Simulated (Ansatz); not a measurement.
Data:

LiF:
Space group Pm-3m (No. 221); a = 2.516 Å, b = 2.516 Å, c = 2.516 Å, α = 90.00°, β = 90.00°, γ = 90.00°

```tsv
atom	site	symmetry	x	y	z
Li	1a	m-3m	0.0000	0.0000	0.0000
F	1b	m-3m	0.5000	0.5000	0.5000
```

This is the r²SCAN-relaxed structure.

All from DFT-r²SCAN in the program Ansatz with PAW potentials, unless another level is named. Estimate the electronic dielectric constant ε∞ (DFPT).

2.06.

What about the Bader charges?

Li +0.92, F -0.92 e.

Give the Born charges (a third of the trace).

Li +1.10, F -1.10 e.

The workflow started from a Materials Project entry (that database holds measured and hypothetical structures alike); the Crystallography Open Database copy checked does not list it. It is not the phase usual at ambient conditions (space group No. 225). The cell was relaxed with r²SCAN under the symmetry of its start. At this level the phase is dynamically unstable (imaginary phonons).

Potentials: the later of the program's two PAW sets.
